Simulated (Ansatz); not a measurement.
MgO (CsCl type, Pm-3m), the program Ansatz at the PBEsol level (PAW): ε∞ = 3.78, cell volume 18.26 Å³. Infrared-active transverse modes:

```csv
ω_TO (cm⁻¹),oscillator strength S_xx (e²/amu)
125.9,0.4746
```

Q: Compute the static dielectric constant.

A: Each mode adds (4.921e7/V) S/ω²: 80.62. So ε0 = 84.4.

Q: What LO frequency does the Lyddane–Sachs–Teller relation give?

A: ω_LO = ω_TO √(ε0/ε∞) = 595 cm⁻¹.

This is a known high-pressure phase of the composition, computed here at zero pressure and temperature. The cell was relaxed with PBEsol under the symmetry of its start. At this level the phase is dynamically unstable (imaginary phonons).

Potentials: the later of the program's two PAW sets.
